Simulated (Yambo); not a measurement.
# PbI₂ monolayer: sweep of GW parameters

G0W0@PBEsol for a free-standing PbI2 monolayer (symmetry P-3m1, slab cell 16.7 Å high) in Yambo. Reference settings: 6×6×1 Γ-centred k mesh, 141 bands and a 6 Ry block in the screening, 141 bands in G with the Bruneval-Gonze terminator, plasmon pole fitted at 27.2 eV, slab-truncated Coulomb interaction, stochastic integration of W near q = 0. The PBEsol gap (0, 0.167) → Γ on this mesh is 2.46 eV; G0W0 gaps are taken between the same points.

| change from the reference | G0W0 gap (0, 0.167) → Γ (eV) | shift of the valence edge (eV) | rough Yambo cost |
|---|---|---|---|
| reference settings | 3.91 | -0.95 | 1 |
| 52 bands in W, 52 bands in G | 3.84 | -0.62 | about 1/2 |
| 89 bands in W, 89 bands in G | 3.88 | -0.82 | within a factor of two |
| 52 bands in G | 3.89 | -0.81 | – |
| 64 bands in W | 3.85 | -0.77 | within a factor of two |
| no stochastic integration of W | 4.64 | -1.32 | – |
| 3 Ry block | 3.74 | -0.78 | within a factor of two |
| 5 Ry block | 3.86 | -0.89 | within a factor of two |
| 52 bands in G, no terminator | 3.78 | -0.33 | – |
| 89 bands in G, no terminator | 3.85 | -0.63 | – |
| no terminator | 3.88 | -0.78 | – |

The reference isn't shown to be the converged limit. Costs are rough (shared machines), scaled to the same edge states, and given only for runs that recompute the screening. Without the stochastic integration, the mesh misses the sharp change of W near q = 0 in a layer: the 0.73 eV of that row are a sampling artefact.

Spin-orbit coupling is left out; with 6p states at a band edge it can lower the gap by many tenths of an eV, most of a small gap.

The standard potential for Pb keeps a d shell in the valence without the s and p states of that shell. In tests on such compounds this moved G0W0 gaps by up to about 0.9 eV, so absolute quasiparticle energies here are unreliable; differences between settings are what counts.

Geometry relaxed with PBEsol; primitive cell a = 4.541 Å, b = 4.541 Å, c = 16.700 Å, α = 90.00°, β = 90.00°, γ = 120.00°.

A shift is the quasiparticle energy of the state minus its PBEsol energy.
